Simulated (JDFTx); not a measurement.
**Report: Ir(110) in implicit electrolytes**

```yaml
surface: Ir(110)
bulk: Ir, Fm-3m, lattice of mp-101 (not re-optimised)
slab: 8 atoms in 8 planes, 1x1, 9.3 Å between the outermost planes
in-plane cell: 2.725 × 3.854 Å, 10.50 Å²
cell_height: 25.5 Å
sampling: 8×6×1 k mesh, Fermi smearing 0.01 Ha, no spin polarisation
```

Method: PBE, GBRV ultrasoft potentials, plane waves to 20/100 Ha, in a modified build of JDFTx. Outer atoms relaxed in vacuum, keeping the start's symmetry. The same nuclei were then put into each liquid, at zero charge and at set potentials or charges. Both faces are the same ideal termination; reconstructions, overlayers and chemisorbed solvent are outside this model. The electron chemical potential μ is absolute (zero in the bulk liquid) and is turned into a potential by U = −μ/e − 4.44 V vs SHE, a convention.

In vacuum the work function is 4.96 eV, which would put the uncharged electrode at 0.52 V vs SHE if the liquid did nothing. Each liquid moves the Fermi level of the neutral slab, now counted from the bulk liquid: linear PCM (GLSSA13), water, 0.5 M NaCl by 0.23 eV, to a potential of zero charge of 0.30 V; SaLSA, water, 0.5 M NaCl by 0.42 eV, to a potential of zero charge of 0.10 V. The models of water differ by 0.20 V among themselves.

Charging:

```json
[
 {"liquid": "linear PCM (GLSSA13), water", "U − U_pzc (V)": "-0.90", "σ (μC/cm²)": "-12.9", "σ/(U − U_pzc) (μF/cm²)": "14", "Δγ (mJ/m²)": "-60"},
 {"liquid": "linear PCM (GLSSA13), water", "U − U_pzc (V)": "-0.30", "σ (μC/cm²)": "-4.6", "σ/(U − U_pzc) (μF/cm²)": "16", "Δγ (mJ/m²)": "-7"},
 {"liquid": "linear PCM (GLSSA13), water", "U − U_pzc (V)": "-0.25", "σ (μC/cm²)": "-4.0", "σ/(U − U_pzc) (μF/cm²)": "16", "Δγ (mJ/m²)": "-5"},
 {"liquid": "linear PCM (GLSSA13), water", "U − U_pzc (V)": "-0.15", "σ (μC/cm²)": "-2.3", "σ/(U − U_pzc) (μF/cm²)": "16", "Δγ (mJ/m²)": "-2"},
 {"liquid": "linear PCM (GLSSA13), water", "U − U_pzc (V)": "0.50", "σ (μC/cm²)": "8.9", "σ/(U − U_pzc) (μF/cm²)": "18", "Δγ (mJ/m²)": "-22"},
 {"liquid": "linear PCM (GLSSA13), water", "U − U_pzc (V)": "0.70", "σ (μC/cm²)": "13.0", "σ/(U − U_pzc) (μF/cm²)": "18", "Δγ (mJ/m²)": "-44"}
]
```

The mean capacitance runs from 14 to 18 μF/cm². Δγ, the grand free energy per area against the neutral surface, is negative throughout, since charging at a held potential lowers it. The cavity function reaches one half at 2.4 Å (linear PCM (GLSSA13), water), 3.1 Å (SaLSA, water) above the top atoms; the models define their cavities differently. No specific adsorption of ions or solvent is in these numbers.
